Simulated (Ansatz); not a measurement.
## Property card for Ga$_{4}$SbAs$_{3}$

All numbers below come from DFT PBE, scalar-relativistic, plane waves, PAW (Ansatz).

Plane waves to 420 eV, a k mesh through Γ of 6×6×6 on the computed 8-atom cell and Gaussian smearing (0.10 eV); no spin polarisation.

The structure is relaxed at this level of theory with its symmetry kept, and needn't be the ground state of this composition.

```
Ga Sb As
1.0
     5.86765    0.00000    0.00000
     0.00000    5.86765    0.00000
     0.00000    0.00000    5.86765
Ga Sb As
4 1 3
Cartesian
  1.4188 4.4489 4.4489
  1.4188 1.4188 1.4188
  4.4489 4.4489 1.4188
  4.4489 1.4188 4.4489
  2.9338 2.9338 2.9338
  0.0000 2.9338 0.0000
  0.0000 0.0000 2.9338
  2.9338 0.0000 0.0000
```

| Property | Result |
| --- | --- |
| Space group | P-43m (No. 215) |
| Volume per atom | 25.25 Å³ |
| Formation energy from the elements' standard states (uncorrected) | -0.281 eV/atom |
| Kohn–Sham band gap | zero, with almost no states at the Fermi level |
| Density of states at the Fermi level | 0.0 states/eV per cell |
| Orbital (Löwdin) character within 0.5 eV of the Fermi level | As 4p 53 %, Sb 5p 24 %, Ga 4p 20 % |
| Bader charge by site (e) | Ga (4 in the cell) 0.58, Sb (1 in the cell) -0.35, As (3 in the cell) -0.65 |

Spin-orbit coupling is left out, which matters for the bands of heavy elements.

The cell was found from a structure generator's guess, not taken from experiment. Löwdin shares on free-atom orbitals overweight diffuse shells.
